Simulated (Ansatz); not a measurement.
SnO$_{2}$:
```cif
data_O4Sn2
_chemical_formula_sum 'Sn2 O4'
_space_group_name_H-M_alt 'P42/mnm'
_space_group_IT_number 136
_space_group_name_Hall '-P 4n 2n'
_cell_length_a 4.76854
_cell_length_b 4.76854
_cell_length_c 3.21139
_cell_angle_alpha 90.000
_cell_angle_beta 90.000
_cell_angle_gamma 90.000
loop_
_atom_site_label
_atom_site_type_symbol
_atom_site_symmetry_multiplicity
_atom_site_Wyckoff_symbol
_atom_site_fract_x
_atom_site_fract_y
_atom_site_fract_z
_atom_site_occupancy
Sn1 Sn 2 a 0.00000 0.00000 0.00000 1
O1 O 4 g 0.19370 0.19370 0.50000 1
```

This is the PBEsol-relaxed structure.

**Question.** All from the program Ansatz at the PBEsol level (PAW), unless another level is named. Predict the band gap.

**Answer.** 0.92 eV (direct).

**Question.** What about the electron effective mass with spin–orbit coupling?

**Answer.** 0.17, 0.19, 0.19 mₑ (principal values).

**Question.** What about the HSE06 gap on the PBEsol cell?

**Answer.** 2.76 eV.

**Question.** What about the valence-band maximum?

**Answer.** at Γ.

Space group P4_2/mnm (rutile). The cell was relaxed with PBEsol under the symmetry of its start. Spin–orbit coupling is left out wherever it is not named.

Potentials: the earlier of the program's two PAW sets. The files were generated under PBE; for other functionals the program regenerates the frozen cores, and for LDA and PBEsol the local potential too.
